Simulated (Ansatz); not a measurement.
The numbers come from plane-wave PAW DFT (Ansatz): m-r2SCAN, no spin polarisation, 500 eV, 7×7×4 Γ-centred k points, fermi-dirac occupations (width 0.1 eV). Nothing was relaxed.

Computed maps in the lattice plane spanned by a (left to right, 5.69 Å, 17 points from zero) and b (bottom to top, 5.69 Å, 17 points from zero), 60° apart, at height 0.000 along c. The fields are smooth PAW ones with compensation charges, not the true ones near nuclei.

Valence density. Digits on a logarithmic scale: 0 up to 0.03 e/Å³, each further digit a factor of 1.6, 9 from 1.3 e/Å³ up:
```
99986434444434689
99986444566544468
78876445678765446
56665445689986544
34444334689998643
33444334579999754
44455444468999864
44566654446788764
44678876444566654
44689998644445544
34579999754334443
33468999864334444
54456899865445666
76445678765446788
98644456654446899
99864344444346899
99975334444335799
```

ELF. Ten even steps from '0' (0.00) to '9' (0.84):
```
22895123444321598
98997236655663279
99995236544456325
25752136541145631
11221126540004562
22333223641001463
23666632454101454
24655564245444454
24544445424655564
24541014542366663
23641001463223332
12654000456211221
21365411456312575
95236544456325999
99723665566327998
28951234443215982
02992122222212992
```

Task: The cell is LaCd₆Ge₆. Which atoms lie within 0.2 Å of this plane, and where (fractions of a and b)?

Result: La at (0.00, 0.00), Ge at (0.33, 0.33), Ge at (0.67, 0.67). The whole cell:
```
La Ge Cd
1.0
     2.84325    4.92465    0.00000
    -2.84325    4.92465    0.00000
     0.00000    0.00000    9.11247
La Ge Cd
1 6 6
Direct
  0.00000 0.00000 0.00000
  0.33330 0.33340 0.50000
  0.66660 0.66670 0.50000
  0.33330 0.33340 0.00000
  0.66660 0.66670 0.00000
  0.00000 0.00000 0.34500
  0.00000 0.00000 0.65500
  0.50000 0.50000 0.24890
  0.50000 0.00000 0.24890
  0.00000 0.50000 0.24890
  0.00000 0.50000 0.75110
  0.50000 0.00000 0.75110
  0.50000 0.50000 0.75110
```

Origin: a known structure type with other elements, at an estimated volume, so it need not be a known compound. Caveats: f levels without a U or exact exchange are poorly placed; m-r2SCAN is r2SCAN with a changed spin dependence that lowers moments.
